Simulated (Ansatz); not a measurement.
# Ti$_{2}$AgGe$_{3}$ single point

Input file of Ansatz 0.2.0:

```yaml
crystal:
  lattice:
    - [3.614433, 0.0, 0.0]
    - [0.0, 3.614433, 0.0]
    - [0.0, 0.0, 7.962935]
  atoms:
    - { symbol: Ge, position: [0.0, 0.5, 0.3835] }
    - { symbol: Ge, position: [0.5, 0.0, 0.6165] }
    - { symbol: Ti, position: [0.0, 0.5, 0.7315] }
    - { symbol: Ti, position: [0.5, 0.0, 0.2685] }
    - { symbol: Ge, position: [0.5, 0.5, 0.0] }
    - { symbol: Ag, position: [0.0, 0.0, 0.0] }
  symmetry: { tolerance: 0.0003 }
kpoints:
  mp_grid: { grid: [9, 9, 5], shift: [0, 0, 0] }
  band_path:
    path:
      - [0.0, 0.0, 0.0]
      - [0.0, 0.5, 0.0]
      - [0.5, 0.5, 0.0]
      - [0.0, 0.0, 0.0]
      - [0.0, 0.0, 0.5]
      - [0.0, 0.5, 0.5]
      - [0.5, 0.5, 0.5]
      - [0.0, 0.0, 0.5]
      - [0.0, 0.5, 0.0]
      - [0.0, 0.5, 0.5]
      - [0.5, 0.5, 0.0]
    npoints: 6
magnetization:
  spin_polarized: false
scf:
  occupations: { method: fermi_dirac }
  lower_state_search: "off"
  max_iter: 200
hamiltonian:
  pseudopotentials: { kind: paw }
  xc: pbesol
basis:
  ecutwfc: 420
  fft_grid_basis: typed
output:
  forces: true
  stress: true
  eigenvalues: true
  bader: true
  populations: true
  elf: true
  write_potential: true
  volumetric_format: npy
  dos:
    e_range: [-12, 8]
    de: 0.05
    projected: { site_lists: { Ag: [Ag], Ge: [Ge], Ti: [Ti] } }
checkpoint:
  read: saved_state
```

The run starts from an earlier solution of this cell. 

Output (shortened):

```
SCF iter   1: F=—  Δρ=2.07e-3  dr2=8.15e-3
SCF iter   2: F=—  Δρ=1.11e-3  dr2=2.62e-3
SCF iter   3: F=—  Δρ=2.15e-4  dr2=9.28e-5
SCF iter   4: F=—  Δρ=8.11e-5  dr2=1.15e-5
SCF iter   5: F=—  Δρ=2.66e-5  dr2=1.38e-6
SCF iter   6: F=-25230.9177 eV  Δρ=6.86e-6  dr2=6.64e-8
Free energy (F): -25230.9177 eV
Harris-Foulkes:  -25230.9177 eV  (|F-HF|=4.12e-8)
Internal energy: -25230.7193 eV  (E = F + TS)
E sigma→0 (E₀):  -25230.8185 eV
Entropy (-TS):   -0.1983 eV (-33.057 meV/atom)
Fermi energy:    12.9499 eV
--- Per-component energies (eV) ---
  E_band       = -890.3475
  E_kinetic    = 1407.5739
  E_local      = -10780.8381  (includes V_loc(G=0)·N_el)
  E_nonlocal   = 1357.4640
  E_hartree    = 4742.2021
  E_xc         = -604.5332
  E_vxc        = -674.8910  (∫ρ·V_xc dr)
  E_paw        = -11812.3537  (= ΣΔE_a)
  E_vpaw       = -1684.0575  (= ΣTr[D̂ρ^β])
  E_aug_tail   = 0.0017  (compensation charges beyond the density's cutoff)
  E_ewald      = -9543.5913
  E_core_change = 3.3553  (= ΣΔE_core)
  E_smearing   = -0.1983  (= −TS)
--- Forces (eV/Å), atoms counted from 1 ---
  atom   1  Ge     0.0000     0.0000    -0.3598
  atom   2  Ge     0.0000     0.0000     0.3598
  atom   3  Ti     0.0000     0.0000    -0.6646
  atom   4  Ti     0.0000     0.0000     0.6646
  atom   5  Ge     0.0000     0.0000     0.0000
  atom   6  Ag     0.0000     0.0000     0.0000
--- Stress (GPa, compression-positive) ---
       -0.1297       0.0000       0.0000
        0.0000      -0.1297       0.0000
        0.0000       0.0000      -2.4724
  P = ⅓ Tr σ = -0.9106 GPa (-9.106 kbar)
--- Löwdin populations: 6 sites ---
  site symbol       q [e]
     0     Ge     14.4086
     1     Ge     14.4086
     2     Ti     11.4202
     3     Ti     11.4202
     4     Ge     14.6451
     5     Ag     18.3841
  spilling = 0.0037 (of n_electrons = 85.0000)
--- Bader charges: 6 sites ---
  site symbol  charge [e]  shift [e]
     0     Ge     -0.7505     0.0030
     1     Ge     -0.7505     0.0030
     2     Ti      1.1695     0.0051
     3     Ti      1.1696     0.0051
     4     Ge     -0.3358     0.0027
     5     Ag     -0.5023     0.0015
```

Origin: a known structure type with other elements, at an estimated volume, so it need not be a known compound.
